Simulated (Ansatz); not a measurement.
## Computed properties of InSb

InSb:
```yaml
crystal:
  lattice:
    - [4.54708, 0.00000, 0.00000]
    - [-2.27354, 3.93788, 0.00000]
    - [0.00000, 0.00000, 7.48727]
  atoms:
    - { symbol: In, position: [0.66667, 0.33333, 0.98801] }
    - { symbol: In, position: [0.33333, 0.66667, 0.48801] }
    - { symbol: Sb, position: [0.66667, 0.33333, 0.36199] }
    - { symbol: Sb, position: [0.33333, 0.66667, 0.86199] }
```

Space group P6_3mc (No. 186), wurtzite; conventional cell a = b = 4.547 Å, c = 7.487 Å, α = β = 90.00°, γ = 120.00°.

Method: the program Ansatz at the LDA level (PAW). The cell and atoms are relaxed at this level. Other levels are named where they apply.

**Cell and energy**

```yaml
volume_per_atom: 33.52 Å³
density: 5.86 g/cm³
Formation energy from the elements (no fitted shifts): -0.076 eV/atom
```

**Electronic structure**

```yaml
electronic_character: no gap, with almost no states at the Fermi level (zero-gap or semimetallic)
Density of states at the Fermi level: 0.00 states/eV per atom (mean over ±0.08 eV)
```

**Mechanics**

```yaml
Bulk modulus (Birch–Murnaghan fit): 46.2 GPa
Pressure derivative B′: 4.8
```

**Phonons**

```yaml
highest_zone_centre_frequency: 22.3 meV
zone_centre_stability: no imaginary mode at Γ
```

The first step of the workflow began from a Materials Project structure, measured or hypothetical; the Crystallography Open Database copy checked does not list it. It is not the phase usual at ambient conditions (space group No. 216). The cell was relaxed with LDA under the symmetry of its start. As this level gives no gap, phonon frequencies hold no LO–TO term and depend on the k-mesh and smearing (Fermi–Dirac, 0.1 eV here). The references are the lowest solids computed at this level, not always the standard phases. Spin–orbit coupling is left out wherever it is not named.

Potentials: the later of the program's two PAW sets.
